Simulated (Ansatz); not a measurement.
A crystal relaxed with r2SCAN in Ansatz 0.2.0 has space group P4/mmm (No. 123) and a = 3.829 Å, c = 5.415 Å.

```
atom  site       x       y       z
  Xx    1a  0.0000  0.0000  0.0000
   F    4i  0.0000  0.5000  0.7508
  Ca    1d  0.5000  0.5000  0.5000
```

The r2SCAN gap is indirect, 4.98 eV (A to Γ), below the direct gap of 5.18 eV at Γ. With HSE06 the valence top lies at A and the conduction bottom at Γ, 6.38 eV higher; the smallest vertical gap, at Γ, is 6.60 eV. Meshes: r2SCAN 6×6×6, HSE06 4×4×4. r2SCAN's ε∞ is 2.4 along all three axes, to this precision.

Q: Which element is Xx?
A. Mg
B. Zn
C. Hg
D. Cd

A: D. Xx is Cd: CaCdF4 on the sites of the fluorite structure (relaxed group P4/mmm). Around Cd lie 8 F at 2.34 Å; around F lie 2 Cd at 2.34 Å and 2 Ca at 2.35 Å; around Ca lie 8 F at 2.35 Å.

No spin polarisation. The prototype was imposed, so other structures may be more stable.

Spin-orbit coupling is left out.

The meshes of the hybrids are coarse, so their gaps aren't converged to the digits shown.

For a response run the program warns that the ground state's bands aren't all converged, so ε∞ carries an extra error.
